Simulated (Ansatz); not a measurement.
The relaxed structure here is a generated cell of PtI3: the first start was made by placing the elements on the sites of a structure type, and the end was not matched to a known phase here, so it may be hypothetical.

Relaxation of a generated cell, PtI3 placed in the AFLOW prototype AB3_hR8_155_c_de (D0_14, as in AlF3); 8 atoms in the cell, which starts as R32, hexagonal axes (No. 155), hR8; a = b = 7.269 Å, c = 18.416 Å, α = β = 90.00°, γ = 120.00°. Method: r2SCAN (plane waves to 500 eV, PAW, scalar-relativistic; Ansatz, an electronic-structure program). Γ-centred k-mesh 4×4×4 on the run's cell (coarser than for final values), Fermi–Dirac smearing 0.05 eV. This is the first round of the run. 

The optimiser's lines from the output (shortened; P is positive under compression):

```
relax step   1: F+E_penalty+E_count = -70240.23922938 eV  Δ(F+E_penalty+E_count) = +0.000e0 eV  max|allowed force component| = 2.918e0 eV/Å  Δτ_max = 0.0000 Å  P = +7.144 GPa  Ω = 280.898 Å³  (7 SCF iters, dr2 threshold 1.00e-7 eV, accepted)
relax step   2: F+E_penalty+E_count = -70241.72358712 eV  Δ(F+E_penalty+E_count) = -1.484e0 eV  max|allowed force component| = 2.971e-1 eV/Å  Δτ_max = 0.1904 Å  P = -1.224 GPa  Ω = 309.731 Å³  (8 SCF iters, dr2 threshold 8.00e-7 eV, accepted)
relax step   3: F+E_penalty+E_count = -70242.07010753 eV  Δ(F+E_penalty+E_count) = -3.465e-1 eV  max|allowed force component| = 2.148e-1 eV/Å  Δτ_max = 0.2000 Å  P = -1.216 GPa  Ω = 292.509 Å³  (8 SCF iters, dr2 threshold 8.00e-7 eV, accepted)
relax step   4: F+E_penalty+E_count = -70242.23392473 eV  Δ(F+E_penalty+E_count) = -1.638e-1 eV  max|allowed force component| = 1.545e-1 eV/Å  Δτ_max = 0.1942 Å  P = -0.714 GPa  Ω = 277.730 Å³  (8 SCF iters, dr2 threshold 8.00e-7 eV, accepted)
relax step   5: F+E_penalty+E_count = -70242.31908295 eV  Δ(F+E_penalty+E_count) = -8.516e-2 eV  max|allowed force component| = 5.216e-2 eV/Å  Δτ_max = 0.1205 Å  P = +0.099 GPa  Ω = 265.207 Å³  (7 SCF iters, dr2 threshold 8.00e-7 eV, accepted)
relax step   6: F+E_penalty+E_count = -70242.32764522 eV  Δ(F+E_penalty+E_count) = -8.562e-3 eV  max|allowed force component| = 5.083e-3 eV/Å  Δτ_max = 0.0391 Å  P = -0.149 GPa  Ω = 263.223 Å³  (6 SCF iters, dr2 threshold 1.70e-7 eV, accepted)
relax step   7: F+E_penalty+E_count = -70242.32857825 eV  Δ(F+E_penalty+E_count) = -9.330e-4 eV  max|allowed force component| = 1.651e-3 eV/Å  Δτ_max = 0.0081 Å  P = +0.017 GPa  Ω = 261.752 Å³  (5 SCF iters, dr2 threshold 6.76e-8 eV, accepted)
relax step   8: F+E_penalty+E_count = -70242.32857669 eV  Δ(F+E_penalty+E_count) = +1.551e-6 eV  max|allowed force component| = 2.335e-4 eV/Å  Δτ_max = 0.0004 Å  P = +0.000 GPa  Ω = 261.797 Å³  (5 SCF iters, dr2 threshold 1.28e-9 eV, accepted)
relax step   9: F+E_penalty+E_count = -70242.32623883 eV  Δ(F+E_penalty+E_count) = +2.338e-3 eV  max|allowed force component| = 2.005e-4 eV/Å  Δτ_max = 0.0000 Å  P = -0.007 GPa  Ω = 261.797 Å³  stress off target by 1.11e-2 GPa  SCF on the basis re-selected at this cell (its energy is not comparable with the rows above)  (6 SCF iters)
```

From the first to the last row the energy changes by -0.26 eV/atom and the volume by -6.8 %. The last row is marked as not comparable with the walk above it, whose basis was carried along; it does compare with step 1, since both stand on a basis selected at the nominal cutoff for their own cell.

Later rounds, restarted from the end of this one on a renewed k-mesh, logged 4 more steps and released under 0.01 eV/atom more. The final structure after all rounds: R-3c, hexagonal axes (No. 167), hR8; a = 6.917 Å, b = 6.917 Å, c = 18.982 Å, α = 90.00°, β = 90.00°, γ = 120.00°. Between re-selections the logged energies stand on a plane-wave basis carried along with the cell. No spin polarisation in the result.

The run could not lose the symmetry of its start: the end is stationary, and may be a saddle point rather than a minimum.
